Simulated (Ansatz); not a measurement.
In$_{2}$O: phonons across the zone

Method: Ansatz, DFT PBE, scalar-relativistic, plane waves, PAW. Plane waves to 420 eV; Γ-centred k mesh 12×12×12; Fermi-Dirac smearing of 0.15 eV. No spin polarisation. Phonons by linear response, acoustic sum rule imposed.

Equilibrium structure at this level:
```xyz
3
Lattice="0.0000 3.2041 3.2041 3.2041 0.0000 3.2041 3.2041 3.2041 0.0000" Properties=species:S:1:pos:R:3 pbc="T T T"
In    1.6020    1.6020    1.6020
In    4.8061    4.8061    4.8061
O     0.0000    0.0000    0.0000
```

Its imaginary modes show that this cell, built by swapping an element in a database structure, isn't a minimum of the energy. In a metal, frequencies and elastic constants depend on the k mesh and the smearing, soft modes and shear constants most. Some empty bands missed the eigensolver's threshold. A semilocal functional can close a gap that the real compound has.

Force constants from linear response on a 4×4×4 q mesh.

Path: Γ–X–U | K–Γ–L–W–X. Distance along the path (Å⁻¹), then the branches (cm⁻¹, negative for imaginary):
```
0.000  -136 -136 -136 0 0 0 97 97 97
0.123  -142 -142 -133 -11 -11 18 95 98 98
0.245  -159 -159 -128 -21 -21 38 86 99 99
0.368  -182 -182 -126 -29 -29 59 73 100 100
0.490  -207 -207 -135 -35 -35 54 78 102 102
0.613  -232 -232 -152 -40 -40 22 94 104 104
0.735  -253 -253 -171 -43 -43 -38 105 105 106
0.858  -267 -267 -184 -53 -44 -44 106 106 114
0.981  -272 -272 -189 -57 -44 -44 106 106 116
1.024  -272 -272 -190 -57 -44 -44 106 106 116
1.067  -272 -270 -194 -56 -44 -43 105 105 116
1.111  -272 -267 -199 -56 -42 -40 104 105 116
1.154  -271 -263 -206 -56 -40 -37 103 104 115
1.197  -270 -258 -214 -56 -38 -33 102 103 115
1.240  -269 -252 -222 -55 -35 -28 100 101 114
1.284  -268 -245 -230 -54 -30 -20 98 99 114
1.327  -266 -238 -238 -54 -25 6 96 97 113
1.327  -266 -238 -238 -54 -25 6 96 97 113
1.457  -257 -254 -216 -51 24 38 87 90 111
1.587  -258 -243 -194 -47 45 55 76 81 108
1.717  -246 -222 -176 -42 61 63 69 70 106
1.847  -223 -196 -160 -37 49 58 74 79 104
1.977  -193 -171 -148 -30 34 44 84 87 101
2.107  -164 -150 -141 -22 19 28 91 93 99
2.237  -143 -139 -137 -12 8 13 96 96 98
2.367  -136 -136 -136 0 0 0 97 97 97
2.473  -140 -138 -138 -2 -2 8 97 97 97
2.579  -151 -144 -144 5 5 17 95 95 96
2.686  -171 -155 -155 14 14 28 92 92 95
2.792  -198 -168 -168 24 24 39 88 88 93
2.898  -225 -180 -180 34 34 49 83 83 90
3.004  -249 -191 -191 44 44 57 77 77 87
3.110  -265 -198 -198 53 53 63 71 71 83
3.216  -271 -200 -200 58 58 66 66 66 81
3.303  -270 -202 -200 50 53 66 66 73 85
3.390  -270 -210 -202 36 42 66 66 81 91
3.476  -269 -220 -206 12 25 65 66 88 98
3.563  -268 -232 -211 -30 -19 65 66 95 103
3.650  -265 -242 -216 -42 -34 65 66 100 108
3.736  -262 -251 -223 -49 -41 65 66 103 111
3.823  -259 -256 -228 -53 -45 65 66 106 113
3.910  -258 -258 -230 -54 -46 65 65 106 114
3.971  -264 -250 -232 -54 -46 55 75 106 114
4.032  -268 -241 -237 -54 -46 43 83 107 114
4.093  -270 -244 -230 -55 -46 28 90 107 114
4.155  -272 -252 -219 -56 -45 -12 96 107 115
4.216  -272 -260 -208 -56 -45 -30 100 106 115
4.277  -272 -266 -198 -56 -45 -39 103 106 116
4.339  -272 -271 -192 -57 -45 -43 105 106 116
4.400  -272 -272 -189 -57 -44 -44 106 106 116
```

Whether In2O exists in this form wasn't checked.